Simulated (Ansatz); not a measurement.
## 17O nuclear quadrupole resonance in SiO2

Cell: a COD entry, its atoms then relaxed with PBE in this cell.

Space group P4_12_12 (No. 92); a = 4.9640, c = 6.9200 Å.

```csv
site,Wyckoff,site symmetry,x,y,z
Si,4a,..2,0.3059,0.3059,0.0000
O,8b,1,0.2366,0.1180,0.1858
```

One atom of each set is listed.

The numbers come from a DFT calculation in Ansatz (PBE, plane waves and PAW, scalar-relativistic, 420 eV cutoff, Γ-centred 5×5×4 k-points, Fermi–Dirac smearing 0.02 eV).

17O: I = 5/2, Q = -25.58 mb (year-2017 value). Static lattice, zero field.

(1) Predict the zero-field 17O lines of each site.

Answers

(1) For I = 5/2 and η = 0 the lines are 3|C_Q|/20 and twice that; η pulls their ratio below 2.

| site | atoms | V_zz (10²¹ V/m²) | C_Q (MHz) | η | line frequencies (MHz) |
| --- | --- | --- | --- | --- | --- |
| O | 8 | 9.41 | -5.82 | 0.20 | 0.910, 1.73 |

At O V_zz runs parallel to the line that joins its two neighbours (within 1°).
